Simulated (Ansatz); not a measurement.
The relaxed structure here is a generated cell of SnO: the first start was made by placing the elements on the sites of a structure type, and the end was not matched to a known phase here, so it may be hypothetical. Known forms of SnO include space group No. 129.

One stationary structure of SnO. Space group P2₁/m (No. 11). Method: r2SCAN (plane waves to 500 eV, PAW, scalar-relativistic; Ansatz, a program for electronic structure).

```cif
data_O2Sn2
_chemical_formula_sum 'Sn2 O2'
_space_group_name_H-M_alt 'P21/m'
_space_group_IT_number 11
_space_group_name_Hall '-P 2yb'
_cell_length_a 3.62231
_cell_length_b 3.39787
_cell_length_c 6.27513
_cell_angle_alpha 90.000
_cell_angle_beta 92.507
_cell_angle_gamma 90.000
loop_
_atom_site_label
_atom_site_type_symbol
_atom_site_symmetry_multiplicity
_atom_site_Wyckoff_symbol
_atom_site_fract_x
_atom_site_fract_y
_atom_site_fract_z
_atom_site_occupancy
Sn1 Sn 2 e 0.13426 0.25000 0.22072 1
O1 O 2 e 0.20061 0.25000 0.88490 1
```

- Volume per atom = 19.29 Å³
- Density = 5.80 g/cm³
- Band gap = 1.92 eV, indirect (valence top at Γ, conduction bottom at 85 % of the way from Γ to A) (no spin-orbit coupling)
- Smallest direct gap = 2.35 eV at 77 % of the way from Γ to A
- Shortest distances = O–Sn 2.13 Å; O–O 2.70 Å; Sn–Sn 3.36 Å
- k-mesh = 9×10×6

Band energies at high-symmetry points (eV from the VBM; labels of this space group; no spin-orbit coupling), from −5 eV up to 4.4 eV:

| point | energies |
|---|---|
| Γ | -4.42 -4.20 -3.42 -2.59 -2.05 0.00 3.51 |
| Z | -3.87 -3.87 -2.67 -2.67 -0.83 -0.83 3.09 3.09 |
| D | -3.71 -3.71 -2.53 -2.53 -0.86 -0.86 2.63 2.63 |
| B | -4.45 -4.28 -4.18 -3.13 -2.61 -2.17 -1.42 3.48 |
| A | -3.68 -3.65 -2.97 -2.65 -1.01 -0.84 2.17 2.39 |
| E | -4.95 -4.95 -2.93 -2.93 -0.83 -0.83 2.89 2.89 |
| C2 | -4.92 -4.92 -2.90 -2.90 -1.21 -1.21 3.61 3.61 |
| Y2 | -4.40 -3.66 -3.05 -2.65 -0.97 -0.51 2.45 2.60 |

No spin polarisation in the result.

It was reached from a disturbed copy of a P6₃/mmc (No. 194) cell, against which it lies -0.496 eV/atom.
